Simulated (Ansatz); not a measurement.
Relaxed Co (hcp, Mg type):

```xyz
2
Lattice="2.4939 0.0000 0.0000 -1.2470 2.1598 0.0000 0.0000 0.0000 4.0317" Properties=species:S:1:pos:R:3 pbc="T T T"
Co     0.0000     1.4399     3.0238
Co     1.2470     0.7199     1.0079
```

The numbers are results of PBE (plane waves to 420 eV, PAW, scalar-relativistic; Ansatz, an electronic-structure program), not measurements. k mesh 17×17×9 (Γ-centred), Fermi-Dirac smearing 0.05 eV. With partly filled bands, energies and forces of such displacements shift with the k mesh and the smearing. On this mesh the relaxed cell isn't quite at rest: it carries a pressure of 0.2 GPa (compression positive) at the zero of the scan. Co was relaxed with its symmetry unable to fall. Relaxed Co ends ferromagnetic. The PAW data are Ansatz's earlier set. The magnetic order is the one the run started from; other orders were not tried.

One atom of the cell was then moved (with its periodic images), all else fixed, and the forces (eV/Å) came out as:

| atom | Fx | Fy | Fz |
|---|---|---|---|
| Co1 | 0.491 | 0.413 | 0.000 |
| Co2 | -0.491 | -0.413 | 0.000 |

With two atoms only their relative shift counts; take Co1 as fixed.

Q: Which atom was moved, and by which vector (Å)?

A: Co2, by (0.18, 0.18, 0.00), 0.25 Å in all.

(A displaced cell: forces are minus the slopes of the energy, force constants its curvatures, and phonons follow from these.)
